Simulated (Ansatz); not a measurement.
## Cd2Se5: rattling a relaxed structure

It was reached by relaxing an invented guess, and it needn't be the stable form of this composition.

Computed with DFT PBE, scalar-relativistic, plane waves, PAW in Ansatz 0.2.0. Cutoff 420 eV; k points 6×6×6 on the computed 7-atom cell (Γ-centred); Gaussian smearing, width 0.10 eV; no spin polarisation.

The cell below (7 atoms, space group I4/m (No. 87)) is relaxed within its symmetry.

```
Cd Se
1.0
    -3.70850    3.70850    3.51899
     3.70850   -3.70850    3.51899
     3.70850    3.70850   -3.51899
Cd Se
2 5
Direct
  0.75000 0.25000 0.50000
  0.25000 0.75000 0.50000
  0.70502 0.18860 0.89362
  0.81140 0.70502 0.51642
  0.18860 0.29498 0.48358
  0.29498 0.81140 0.10638
  0.00000 0.00000 0.00000
```

For the test it was strained at random (σ = 1.5 % a component), the atoms were moved at random (σ = 0.10 Å), and all was relaxed again on a coarse 4×4×4 mesh (in the run’s order of axes) with 0.20 eV smearing, with no symmetry imposed.

Problem. Is the structure stable against such a distortion?

Solution. It doesn't return. The energy falls by 166 meV/atom on that mesh, the volume changes by -2.2 %, and the end has space group Cm (No. 8) at a loose tolerance. Relaxed again on a 6×6×8 mesh with 0.02 eV smearing, the new structure lies 166 meV/atom below the first (mesh in the axes of the run's cell; the cell below is made exact in the group named). Space group Cm (No. 8), monoclinic, a = 10.131 Å, b = 7.621 Å, c = 6.083 Å, β = 126.3°. Cd is surrounded by 4 Se at 2.74–2.78 Å and 1 Se at 3.20 Å; Se on its first site is surrounded by 1 Se at 2.47 Å, 2 Cd at 2.78 Å and 1 Se at 3.00 Å; Se on its second site is surrounded by 1 Se at 2.39 Å and 2 Cd at 2.74 Å; Se on its third site is surrounded by 1 Se at 2.43 Å, 2 Cd at 2.76 Å and 1 Se at 3.00 Å; 2 more sites not described.

```
Cd Se
1.0
     5.06562   -3.81047    0.00000
     5.06562    3.81047    0.00000
    -3.60321    0.00000    4.90151
Cd Se
2 5
Direct
  0.25936 0.77360 0.57144
  0.77360 0.25936 0.57144
  0.81585 0.81585 0.16453
  0.30453 0.30453 0.49795
  0.65675 0.65675 0.45124
  0.26559 0.26559 0.84956
  0.92365 0.92365 0.89144
```
